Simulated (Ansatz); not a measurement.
With PBEsol in the plane-wave PAW code Ansatz, AlP in the CsCl type structure (Pm-3m) relaxes to a = 3.091 Å. P has 8 nearest neighbours from 2.68 Å (cubic). Against the elements it lies at 47 meV/atom, with no fitted shifts.

Electronic character: metallic (no gap).

An equation-of-state fit gives a bulk modulus of 99.4 GPa. The relaxed-ion elastic constants in GPa are C11 = 82.7, C12 = 111, C44 = 20.9. The highest mode at Γ lies at 180 cm⁻¹.

The start of the workflow was typed in or built on a structure type; neither database checked (COD, Materials Project) lists it. It is not the phase usual at ambient conditions (space group No. 216). The cell was relaxed with PBEsol under the symmetry of its start. At this level the phase is mechanically unstable. The volume moved by 16 % from the start of the relaxation. As this level gives no gap, shear constants depend on the k-mesh and smearing (Fermi–Dirac, 0.1 eV here). As this level gives no gap, phonon frequencies hold no LO–TO term and depend on the k-mesh and smearing (Fermi–Dirac, 0.1 eV here). The references are the lowest solids computed at this level, not always the standard phases.

Potentials: the later of the program's two PAW sets.
